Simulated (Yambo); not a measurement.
```xyz
2
Lattice="4.1124 0.0000 0.0000 0.0000 4.1124 0.0000 0.0000 0.0000 4.0588" Properties=species:S:1:pos:R:3 pbc="T T T"
Br     2.0562     2.0562     2.0294
Rb     0.0000     0.0000     0.0000
```

Response from Yambo on PBEsol (Quantum ESPRESSO, PseudoDojo norm-conserving, 46 Ry, no spin-orbit coupling) bands: 10×10×10 mesh, 48 bands, 4 Ry local-field block, 0.2 eV broadening.

Q: Give the static electronic dielectric constant without and with local fields along each axis.

A: 
```
field along  ε(0), independent particles  ε(0), RPA with local fields  refractive index √ε
-----------  ---------------------------  ---------------------------  -------------------
x                                   3.29                         2.76                 1.66
z                                   3.28                         2.76                 1.66
```
Electronic (clamped-ion) response only. PBEsol gaps are usually too small, which raises these values. Convergence of the RPA response with its 10×10×10 mesh was not tested. x, y and z are Cartesian axes of the cell as given.

Geometry strained from the cell relaxed with PBEsol, atoms relaxed again.

This is not the ordinary phase of the substance; no match was found in the copy of COD used, and its stability was not checked.
